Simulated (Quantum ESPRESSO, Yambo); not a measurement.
ScF3 (space group R32, No. 155, within 0.06 Å of Pm-3m). Cell and atoms were relaxed with PBEsol from Materials Project entry mp-10694, within its symmetry. Chain: norm-conserving PBEsol (Quantum ESPRESSO, 84 Ry, no spin-orbit coupling); G0W0 in Yambo (4×4×4 Γ-centred k mesh, bands 2 to 154 and a 10 Ry block in the screening, 154 bands in G with the Bruneval-Gonze terminator, plasmon pole fitted at 27.2 eV); BSE (6×6×6 mesh, 9 valence and 6 conduction bands, static screening with 39 bands and a 4 Ry block, scissor 5.09 eV, Tamm-Dancoff).

```yaml
PBEsol gap (dense path): 6.30 eV
PBEsol gap Z → Γ on the GW mesh: 6.30 eV
PBEsol smallest direct gap on the GW mesh, at Γ: 6.84 eV
G0W0 direct gap at that point: 11.93 eV
G0W0 correction to the gap Z → Γ: 5.09 eV
direct gap on the BSE mesh, with the scissor: 11.93 eV
first BSE state allowed for light along x: 9.37 eV
lowest BSE state: 9.37 eV
binding_of_the_lowest_exciton: 2.55 eV
RPA electronic dielectric constant along x: 2.19 (8×8×8 mesh, PBEsol bands)
```

Rough cost of the Yambo steps against G0W0 for 8 states: BSE within a factor of two, one RPA spectrum about 1/20.

Convergence of the G0W0 settings was not tested. The BSE states are vertical excitations (zero momentum); the indirect quasiparticle gap, about 11.39 eV, is smaller than the direct one (11.93 eV on the GW mesh). Convergence of the RPA response with its 8×8×8 mesh was not tested. Convergence of the binding with the mesh was not shown. Axes are Cartesian, with cell vectors (Å) (2.84, 1.64, 2.32), (-2.84, 1.64, 2.32), (0.00, -3.28, 2.32).
